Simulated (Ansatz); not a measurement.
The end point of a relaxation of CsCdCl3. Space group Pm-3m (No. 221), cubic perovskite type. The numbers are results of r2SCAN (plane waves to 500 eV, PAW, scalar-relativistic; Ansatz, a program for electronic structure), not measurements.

```cif
data_CdCl3Cs
_chemical_formula_sum 'Cs1 Cd1 Cl3'
_space_group_name_H-M_alt 'Pm-3m'
_space_group_IT_number 221
_space_group_name_Hall '-P 4 2 3'
_cell_length_a 5.25760
_cell_length_b 5.25760
_cell_length_c 5.25760
_cell_angle_alpha 90.000
_cell_angle_beta 90.000
_cell_angle_gamma 90.000
loop_
_atom_site_label
_atom_site_type_symbol
_atom_site_symmetry_multiplicity
_atom_site_Wyckoff_symbol
_atom_site_fract_x
_atom_site_fract_y
_atom_site_fract_z
_atom_site_occupancy
Cs1 Cs 1 b 0.50000 0.50000 0.50000 1
Cd1 Cd 1 a 0.00000 0.00000 0.00000 1
Cl1 Cl 3 d 0.00000 0.00000 0.50000 1
```

| Property | Result |
|---|---|
| Volume per atom | 29.07 Å³ |
| Band gap | 2.48 eV, indirect (valence top at R, conduction bottom at Γ) (no spin-orbit coupling) |
| Smallest direct gap | 2.99 eV at Γ |
| Shortest distances | Cd–Cl 2.63 Å |
| k-mesh | 5×5×5 |

Band energies at high-symmetry points (eV from the VBM; labels of this space group; no spin-orbit coupling), from −5 eV up to 6.5 eV:

```tsv
point	energies
Γ	-2.64 -2.64 -2.64 -0.80 -0.80 -0.80 -0.51 -0.51 -0.51 2.48
X	-2.58 -2.58 -2.10 -1.41 -0.98 -0.81 -0.81 -0.74 -0.74 4.97
M	-3.42 -2.32 -1.72 -0.98 -0.98 -0.95 -0.95 -0.22 -0.01
R	-4.72 -1.29 -1.29 -1.29 -0.20 -0.20 -0.20 0.00 0.00
```

No spin polarisation in the result.

The run could not lose the symmetry of its start.
